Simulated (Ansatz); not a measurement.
A 3-atom cell of CeO2 (Fm-3m) from a materials database at its r2SCAN geometry, run in the plane-wave code Ansatz at 4 levels of theory. (Simulation; spin polarisation is off.)

The LDA input:
```yaml
crystal:
  lattice:
    - [0.0, 2.7186496227, 2.7186496227]
    - [2.7186496227, 0.0, 2.7186496227]
    - [2.7186496227, 2.7186496227, 0.0]
  atoms:
    - { symbol: Ce, position: [0.0, 0.0, 0.0] }
    - { symbol: O, position: [0.25, 0.25, 0.25] }
    - { symbol: O, position: [0.75, 0.75, 0.75] }
kpoints:
  mp_grid: { grid: [8, 8, 8] }
  band_path:
    path:
      - [0.0, 0.0, 0.0]
      - [0.5, 0.0, 0.5]
      - [0.625, 0.25, 0.625]
      - [0.375, 0.375, 0.75]
      - [0.5, 0.5, 0.5]
      - [0.5, 0.25, 0.75]
      - [0.0, 0.265625, -0.270833]
      - [0.0, 0.0, 0.5]
      - [0.2625, 0.2625, 0.525]
    npoints: 1
hamiltonian:
  xc: lda
scf:
  occupations: { method: fixed }
  n_extra_bands: 4
output:
  forces: true
  stress: true
  eigenvalues: true
```

Main results, then, where recorded, the levels near the gap in eV from the Fermi energy (columns number the bands from 0), one row a point of the path (Γ, X, U, K, L, W, (0, 0.266, -0.271), L, K–Γ (0.30)):
```
Crystal: 3 atoms, lattice volume = 40.187 Å³
Symmetry: 48 space group operations
Space group: Fm-3m (ITA 225)
```
```
Basis set: ecut = 420 eV, 749 PW (Γ)
k-points: 29 of 512
SCF 1 converged in 9 iterations: F = -7513.629186 eV  dr2 = 1.77e-9
Free energy (F): -7513.629186 eV
Fermi energy:    10.594103 eV
--- Stress (GPa, compression-positive) ---
       -8.189657       0.000000       0.000000
        0.000000      -8.189657       0.000000
        0.000000       0.000000      -8.189657
  P = ⅓ Tr σ = -8.1897 GPa (-81.897 kbar)
```
```tsv
band_9	band_10	band_11	band_12	band_13	band_14
-0.610	-0.610	-0.610	2.209	2.209	2.209
-0.782	-0.782	-0.606	1.926	2.048	2.048
-1.306	-0.745	-0.312	1.989	2.084	2.096
-1.306	-0.745	-0.312	1.989	2.084	2.096
-1.231	-0.802	-0.802	1.905	2.083	2.083
-1.065	-0.716	-0.656	1.978	2.095	2.095
-1.339	-1.302	0.010	1.995	2.134	2.224
-1.231	-0.802	-0.802	1.905	2.083	2.083
-1.351	-1.333	0.009	1.999	2.137	2.227
```

LDA gives an indirect gap of 1.89 eV, from k = (0, 0.266, -0.271) to L; the least direct gap is 1.98 eV at k = (0, 0.266, -0.271). The lowest empty level at X lies only 21 meV higher, so the place of the conduction bottom isn't settled.

Question: In the first input these blocks are replaced (the band path and keys that only write files left aside):
```yaml
hamiltonian:
  xc: r2scan
```
What comes out?

Answer:
```
Basis set: ecut = 500 eV, 965 PW (Γ)
k-points: 29 of 512
SCF 1 converged in 13 iterations: F = -7732.819061 eV  dr2 = 4.43e-9
Free energy (F): -7732.819061 eV
Fermi energy:    10.701019 eV
--- Stress (GPa, compression-positive) ---
        0.006799       0.000000       0.000000
        0.000000       0.006799       0.000000
        0.000000       0.000000       0.006799
  P = ⅓ Tr σ = 0.0068 GPa (0.068 kbar)
```
```tsv
band_9	band_10	band_11	band_12	band_13	band_14
-0.593	-0.593	-0.593	2.608	2.608	2.608
-0.813	-0.813	-0.603	2.334	2.354	2.354
-1.310	-0.750	-0.334	2.286	2.398	2.492
-1.310	-0.750	-0.334	2.286	2.398	2.492
-1.199	-0.787	-0.787	2.204	2.431	2.431
-1.077	-0.721	-0.682	2.274	2.415	2.415
-1.328	-1.323	0.007	2.309	2.480	2.618
-1.199	-0.787	-0.787	2.204	2.431	2.431
-1.373	-1.321	0.007	2.316	2.485	2.622
```
r2SCAN gives an indirect gap of 2.20 eV, from K–Γ (0.30 of the way from K) to L; the least direct gap is 2.30 eV at k = (0, 0.266, -0.271). The mean stress is close to zero (0.01 GPa).

DDH-PBE0. Against the first input these blocks differ (the band path and keys that only write files left aside):
```yaml
crystal:
  # lattice and atoms as above
  host: atoms
kpoints:
  mp_grid: { grid: [6, 6, 6] }
hamiltonian:
  xc:
    exchange: pbe
    correlation: pbe
    exx: { coeff: inverse_dielectric }
```

```
ε∞ on k-mesh 4×4×4 of a primitive cell: xx 7.7925, yy 7.7925, zz 7.7925; 3/Tr ε∞, of that cell with its empty space = 0.12832886957753703
Basis set: ecut = 420 eV, 749 PW (Γ)
k-points: 16 of 216
SCF 1 stopped early in 5 iterations: F = -7715.825062 eV  dr2 = 5.08e-5
Exchange kernel: α = 0.1283, full range, Wigner–Seitz truncation, v(0) = 14642.2487 eV·Å³, q-mesh 6×6×6
SCF 2 stopped early in 11 iterations: F = -7716.671390 eV  dr2 = 4.81e-6
hybrid outer 1: dexx = +1.073e-2 eV, tail = 1.45e-5 eV
SCF 3 converged in 5 iterations: F = -7716.671326 eV  dr2 = 9.28e-9
hybrid outer 2: dexx = +4.762e-7 eV, tail = 2.79e-8 eV, Δε = 2.41e-3 eV
Free energy (F): -7716.671326 eV
Fermi energy:    10.242659 eV
--- Stress (GPa, compression-positive) ---
       -1.221581       0.000000       0.000000
        0.000000      -1.221581       0.000000
        0.000000       0.000000      -1.221581
  P = ⅓ Tr σ = -1.2216 GPa (-12.216 kbar)
```
```tsv
band_9	band_10	band_11	band_12	band_13	band_14
-0.482	-0.482	-0.482	3.632	3.632	3.632
-0.706	-0.706	-0.498	3.319	3.387	3.387
-1.272	-0.650	-0.222	3.311	3.432	3.493
-1.272	-0.650	-0.222	3.311	3.432	3.493
-1.157	-0.715	-0.715	3.209	3.455	3.455
-1.010	-0.616	-0.578	3.296	3.448	3.448
-1.286	-1.250	0.127	3.334	3.510	3.635
-1.157	-0.715	-0.715	3.209	3.455	3.455
-1.303	-1.279	0.128	3.341	3.514	3.639
```

With DDH-PBE0 the valence top lies at K–Γ (0.30 of the way from K) and the conduction bottom at L, 3.08 eV higher; the smallest vertical gap, at k = (0, 0.266, -0.271), is 3.21 eV. At this geometry DDH-PBE0 finds -1.2 GPa, compression counted positive: its own equilibrium volume is smaller. (The program warns that its thresholds are loose for a hybrid's stress.)

PBE0. Against the first input these blocks differ (the band path and keys that only write files left aside):
```yaml
kpoints:
  mp_grid: { grid: [6, 6, 6] }
hamiltonian:
  xc: pbe0
```

```
Basis set: ecut = 420 eV, 749 PW (Γ)
k-points: 16 of 216
SCF 1 stopped early in 5 iterations: F = -7715.828611 eV  dr2 = 3.85e-5
Exchange kernel: α = 0.2500, full range, Wigner–Seitz truncation, v(0) = 14642.2487 eV·Å³, q-mesh 6×6×6
SCF 2 stopped early in 6 iterations: F = -7717.662940 eV  dr2 = 6.65e-5
hybrid outer 1: dexx = +7.559e-2 eV, tail = 3.44e-4 eV
SCF 3 converged in 9 iterations: F = -7717.662365 eV  dr2 = 1.14e-8
hybrid outer 2: dexx = +1.418e-5 eV, tail = 2.87e-7 eV, Δε = 9.70e-3 eV
SCF 4 converged in 2 iterations: F = -7717.662367 eV  dr2 = 4.14e-9
hybrid outer 3: dexx = +1.396e-8 eV, tail = 8.70e-9 eV, Δε = 3.10e-4 eV, ΔF = 2.31e-17 eV/Å
Free energy (F): -7717.662367 eV
Fermi energy:    9.634143 eV
--- Stress (GPa, compression-positive) ---
       -4.546922       0.000000       0.000000
        0.000000      -4.546922       0.000000
        0.000000       0.000000      -4.546922
  P = ⅓ Tr σ = -4.5469 GPa (-45.469 kbar)
```
```tsv
band_9	band_10	band_11	band_12	band_13	band_14
-0.467	-0.467	-0.467	4.895	4.937	4.937
-0.752	-0.752	-0.482	4.591	4.647	4.647
-1.361	-0.648	-0.248	4.549	4.696	4.772
-1.361	-0.648	-0.248	4.549	4.696	4.772
-1.231	-0.743	-0.743	4.425	4.731	4.731
-1.076	-0.619	-0.608	4.528	4.717	4.717
-1.361	-1.304	0.133	4.580	4.786	4.898
-1.231	-0.743	-0.743	4.425	4.731	4.731
-1.361	-1.353	0.135	4.589	4.791	4.907
```

The PBE0 gap is indirect, 4.29 eV (K–Γ (0.30 of the way from K) to L), below the direct gap of 4.45 eV at k = (0, 0.266, -0.271). The mean pressure is -4.5 GPa (compression positive), so PBE0 would shrink the cell's volume. (The program warns that its thresholds are loose for a hybrid's stress.)

Small level splittings and stresses of the hybrids carry the error of their coarser meshes.

Totals of different functionals can't be compared.

The runs are scalar-relativistic, without spin-orbit coupling.
